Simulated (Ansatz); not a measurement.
## Clamped-ion strain scan in AlNi$_{3}$

These are results of Ansatz 0.2.0, DFT r2SCAN, scalar-relativistic, plane waves, PAW, not measurements. Settings: plane waves to 500 eV, k-mesh 14×14×14 (Γ-centred), Gaussian smearing 0.15 eV. No spin polarisation. A magnetic state may lie lower. Energies are free energies at this smearing, counted from the undisturbed cell; pressure is positive in compression.

Zero of the scan (relaxed at this level; it needn't be the usual structure):

```xyz
4
Lattice="0.0000 2.8019 2.8019 2.8019 0.0000 2.8019 2.8019 2.8019 0.0000" Properties=species:S:1:pos:R:3 pbc="T T T"
Al    2.8019    2.8019    2.8019
Ni    1.4009    1.4009    1.4009
Ni    0.0000    0.0000    0.0000
Ni    4.2028    4.2028    4.2028
```

The cell is strained by ε times the Voigt pattern (0, 0, 0, 1, 0, 0) (xx, yy, zz, yz, xz, xy; engineering shear) with fractional coordinates fixed. The cell is metallic on the mesh throughout.

```
      ε  ΔE (meV/atom) stress summed along the pattern (GPa, tension positive) pressure (GPa)
-0.0400            8.6                                                    -6.23             0.4
-0.0200            2.1                                                    -3.12             0.1
 0.0000            0.0                                                     0.00             0.0
 0.0300              ?                                                        ?             0.2
```

Give the withheld values.

ΔE (meV/atom) at ε = 0.0300: 4.8; stress summed along the pattern (GPa, tension positive) at ε = 0.0300: 4.67.